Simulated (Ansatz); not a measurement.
TaTe (CsCl type, Pm-3m) under volume change, r²SCAN in the plane-wave PAW code Ansatz, scaled uniformly.

```
V (Å³/atom)  E − E(relaxed) (meV/atom)  P (GPa)
-----------  -------------------------  -------
17.950                               ?        ?
18.542                            38.2    10.96
19.134                             9.0     5.02
19.725                             0.0     0.00
20.317                             8.0    -4.22
20.909                            30.4    -7.77
21.501                               ?        ?
```

Q: Some entries are withheld; supply them.

A: 
- 17.950, E − E(relaxed) (meV/atom): 91.3
- 17.950, P (GPa): 17.99
- 21.501, E − E(relaxed) (meV/atom): 64.7
- 21.501, P (GPa): -10.76

Q: What does a third-order Birch–Murnaghan fit give for V₀, B₀ and B′?

A: V₀ = 19.73 Å³/atom, B₀ = 153 GPa, B′ = 4.7.

The start of the workflow was typed in or built on a structure type; neither database checked (COD, Materials Project) lists it. Whether it is the stable phase at ambient conditions was not checked. The r²SCAN relaxation kept the symmetry of its start; its stability against distortions is not shown here. The run is not spin-polarised. Its formation energy is positive at this level, so the cell may be metastable or incomplete. Scalar-relativistic: spin–orbit coupling is off unless named, which matters more the heavier the elements.

Potentials: the later of the program's two PAW sets.
